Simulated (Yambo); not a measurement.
CaC2 (space group C2/c, No. 15), G0W0@LDA in Yambo; all else as in the reference (4×4×2 Γ-centred k mesh, 140 bands and a 7 Ry block in the screening, 140 bands in G with the Bruneval-Gonze terminator, plasmon pole fitted at 27.2 eV). One parameter is varied: the cutoff of the exchange sum, over 5, 10, 20, 40, 82 Ry.

Question: From which value on does the gap (0.25, -0.25, 0) → (-0.5, -0.5, 0) stay within 0.05 eV of the largest setting?

Answer: From 10 Ry on.
| cutoff of the exchange sum (Ry) | G0W0 gap (eV) | valence shift (eV) |
|---|---|---|
| 5 | 3.48 | 0.13 |
| 10 | 3.81 | -0.59 |
| 20 | 3.85 | -0.81 |
| 40 | 3.85 | -0.85 |
| 82 | 3.85 | -0.86 |
The last step of the sweep still moves the gap by 1 meV; the other settings are held fixed.

Geometry of the Materials Project entry, not relaxed at this level; primitive cell a = b = 3.8997 Å, c = 7.3841 Å, α = β = 104.58°, γ = 64.51°.

The structure is a Materials Project entry; no match was found in the copy of COD used, and its stability was not checked.

A shift is the quasiparticle energy of the state minus its LDA energy.
